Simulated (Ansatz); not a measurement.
A trial cell of TbZr3H, before relaxation:

Space group P4/mmm (No. 123). a = 4.636 Å, b = 4.636 Å, c = 4.613 Å, α = 90.00°, β = 90.00°, γ = 90.00°
```json
{"atom": "Tb", "site": "1b", "symmetry": "4/mmm", "x": "0.0000", "y": "0.0000", "z": "0.5000"}
{"atom": "Zr", "site": "2e", "symmetry": "mmm.", "x": "0.5000", "y": "0.0000", "z": "0.5000"}
{"atom": "Zr", "site": "1a", "symmetry": "4/mmm", "x": "0.0000", "y": "0.0000", "z": "0.0000"}
{"atom": "H", "site": "1d", "symmetry": "4/mmm", "x": "0.5000", "y": "0.5000", "z": "0.5000"}
```

All numbers below come from DFT PBE, scalar-relativistic, plane waves, PAW, and for the lanthanide a 4f-in-core norm-conserving potential, in Ansatz. Cutoff 690 eV, Gaussian smearing, Γ-centred meshes. Cell and atoms relax first on a coarse mesh and then on a finer one. In between, the cell is made exact in the group found at 0.06 Å. In metals the finer mesh still leaves noise of several meV/atom or more. The steps can't lower the symmetry of their start. Collinear spin is switched on along the way, since trial moments persisted in a coarse test.

A guess keeps its type if space group and coordination stay and the shape of the cell changes little (axis ratios within about 15 %, angles within 6°); the volume may change.

Question: Will the relaxed cell still be of the starting type?

Answer: It keeps its type. The symmetry stays P4/mmm (No. 123). The volume per atom grows by 46.6 %, from 19.8 to 29.1 Å³. The shortest distance goes from 2.31 Å (Tb–Zr) to 2.60 Å (Tb–Zr and Zr–H). The ratio c/a of the conventional cell changes by a factor of 1.03. Counting neighbours within 15 % of an atom's shortest distance, the start has H 4, Tb 6, Zr 2/4 and the end H 4, Tb 6, Zr 2/4.

Formation energies are uncorrected and refer to the elements' standard structures at the same level (H₂ as a molecule).

Question: At what energy does it end?

Answer: +1.56 eV/atom. It can't be a ground state, since the elements alone are lower.

The last run used collinear spin, an 8×8×8 mesh for its 5-atom cell and Gaussian smearing of 0.10 eV. With hydrogen, zero-point motion can shift formation energies by some tens of meV/atom. Symmetry constrained the relaxation, so the result can be a saddle point. Another cell of TbZr3H relaxed alike but without spin, in Pm-3m, lies 1.60 eV/atom lower, so this cell isn't the stable form at this level.

The lanthanide is trivalent by construction, without f bands, f moments or other valences. The reference runs of the other elements, and any phases without the lanthanide, used 420 eV, which shifts energies against them by under 10 meV/atom. The lanthanide's reference is the lowest of its hcp, dhcp and fcc cells.

In counts of neighbours, a slash parts the counts of unlike sites.
